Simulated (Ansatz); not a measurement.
## Ansatz run, KTiB₂O₆

The input, for Ansatz 0.2.0 (plane waves, PAW):

```yaml
crystal:
  lattice:
    - [2.48845, 4.310121, 0.0]
    - [-2.48845, 4.310121, 0.0]
    - [-2.48845, 1.436704, 5.41404]
  atoms:
    - { symbol: K, position: [0.0, 0.0, 0.0] }
    - { symbol: Ti, position: [0.5, 0.0, 0.5] }
    - { symbol: B, position: [0.7658, 0.4684, 0.2974] }
    - { symbol: B, position: [0.2342, 0.5316, 0.7026] }
    - { symbol: O, position: [0.0767, 0.2869, 0.2905] }
    - { symbol: O, position: [0.6364, 0.7862, 0.2905] }
    - { symbol: O, position: [0.5774, 0.3459, 0.2905] }
    - { symbol: O, position: [0.9233, 0.7131, 0.7095] }
    - { symbol: O, position: [0.3636, 0.2138, 0.7095] }
    - { symbol: O, position: [0.4226, 0.6541, 0.7095] }
  symmetry: { tolerance: 0.0003 }
kpoints:
  mp_grid: { grid: [6, 6, 6], shift: [0, 0, 0] }
magnetization:
  spin_polarized: false
scf:
  occupations: { method: fermi_dirac }
  lower_state_search: "off"
  max_iter: 200
hamiltonian:
  pseudopotentials: { kind: paw }
  xc: r2scan
basis:
  ecutwfc: 500
  fft_grid_basis: typed
output:
  forces: true
  stress: true
  eigenvalues: true
  bader: true
  populations: true
  elf: true
  write_potential: true
  volumetric_format: npy
  dos:
    e_range: [-12, 8]
    de: 0.05
    projected: { site_lists: { B: [B], K: [K], O: [O], Ti: [Ti] } }
checkpoint:
  read: saved_state
```

The run starts from an earlier solution of this cell. 

Excerpt of what it printed:

```
Warning: crystal.lattice misses the space group found at crystal.symmetry.tolerance 3.0e-4 in a digit that the deck types, which is why this is a warning: making the lattice exact moves one of its numbers by a whole unit of that number's last typed decimal, or more. The operation that it misses by the most changes a squared length by the fraction 1.02e-6.
Pseudopotentials: kind: paw
Pseudopotential: K, paw, valence charge 9, recommended cutoff 500 eV (meta_gga), K.paw.azcp
Pseudopotential: Ti, paw, valence charge 12, recommended cutoff 500 eV (meta_gga), Ti.paw.azcp
Pseudopotential: B, paw, valence charge 3, recommended cutoff 500 eV (meta_gga), B.paw.azcp
Pseudopotential: O, paw, valence charge 6, recommended cutoff 500 eV (meta_gga), O.paw.azcp
Functional definition: r2SCAN
  exchange = r2scan_x(k0 = k0, k1 = k1, a1 = a1)
  correlation = r2scan_c
Crystal: 10 atoms, lattice volume = 116.137 Å³
Basis set: ecut = 500 eV, 2911 PW (Γ), exchange–correlation on 160×160×180 points (64 copies of the dense FFT grid, shifted against one another)
Bands: 42, of which v1, the nominal top of the filled ones, is band 32 counted from 1 (31 counted from 0)
Symmetry: 6 space group operations
Space group: R-3 (ITA 148), of the structure as read, at distance tolerance 1.5e-3 Å
k-points: 40 of 216
Initial density: read from a saved state, or passed on in memory by an earlier SCF of this step, an earlier step, the calling program or the single point that the run made first
Functional: x = r2scan, c = r2scan; τ floored in thin density (d = 2e-4 eV/Å³)
SCF iter   1: F=-7781.1870 eV  Δρ=1.28e-3  dr2=1.93e-4  dr2_τ=1.34e-3
SCF iter   2: F=-7781.1871 eV  Δρ=3.18e-4  dr2=1.49e-4  dr2_τ=9.53e-6
SCF iter   3: F=-7781.1871 eV  Δρ=2.61e-4  dr2=1.11e-4  dr2_τ=7.70e-6
SCF iter   4: F=-7781.1872 eV  Δρ=8.07e-5  dr2=9.25e-6  dr2_τ=3.23e-7
SCF iter   5: F=-7781.1872 eV  Δρ=1.77e-5  dr2=4.47e-7  dr2_τ=2.52e-8
SCF iter   6: F=-7781.1872 eV  Δρ=2.29e-6  dr2=3.47e-9  dr2_τ=5.68e-10
Free energy (F): -7781.1872 eV
Harris-Foulkes:  -7781.1872 eV  (|F-HF|=1.33e-10)
Internal energy: -7781.0622 eV  (E = F + TS)
E sigma→0 (E₀):  -7781.1247 eV
Entropy (-TS):   -0.1250 eV (-12.499 meV/atom)
Fermi energy:    4.1261 eV
--- Per-component energies (eV) ---
  E_band       = -516.1936
  E_kinetic    = 1691.0140
  E_local      = -4379.2606  (includes V_loc(G=0)·N_el)
  E_nonlocal   = 323.0931
  E_hartree    = 1625.7389
  E_xc         = -730.3731
  E_vxc        = -1038.5010  (∫ρ·V_xc dr)
  E_paw        = -2964.4291  (= ΣΔE_a)
  E_vpaw       = -430.8652  (= ΣTr[D̂ρ^β])
  E_aug_tail   = 0.0063  (compensation charges beyond the density's cutoff)
  E_vtau       = 66.8398  (kinetic-family band-sum trace: ∫τ·v_τ [+ j·A + Jᵃ·Aᵃ] dr)
  E_ewald      = -3346.1736
  E_core_change = -0.6782  (= ΣΔE_core)
  E_smearing   = -0.1250  (= −TS)
--- Forces (eV/Å), atoms counted from 1 ---
  atom   1  K      0.0000     0.0000     0.0000
  atom   2  Ti     0.0000     0.0000     0.0000
  atom   3  B      0.0000     0.0000    -0.2665
  atom   4  B      0.0000     0.0000     0.2665
  atom   5  O     -0.5194    -0.2707    -0.2090
  atom   6  O      0.4942    -0.3145    -0.2090
  atom   7  O      0.0253     0.5852    -0.2090
  atom   8  O      0.5194     0.2707     0.2090
  atom   9  O     -0.4942     0.3145     0.2090
  atom  10  O     -0.0253    -0.5852     0.2090
--- Stress (GPa, compression-positive) ---
        6.1021       0.0000       0.0000
        0.0000       6.1021       0.0000
        0.0000       0.0000       4.5371
  P = ⅓ Tr σ = 5.5804 GPa (55.804 kbar)
--- Löwdin populations: 10 sites ---
  site symbol       q [e]
     0      K      8.1476
     1     Ti     10.4955
     2      B      2.3938
     3      B      2.3938
     4      O      6.5349
     5      O      6.5349
     6      O      6.5349
     7      O      6.5349
     8      O      6.5349
     9      O      6.5349
  spilling = 0.0057 (of n_electrons = 63.0000)
```

Origin: a known structure type with other elements, at an estimated volume, so it need not be a known compound. Caveats: many states at the Fermi level without spin polarisation, so a magnetic state may lie lower.
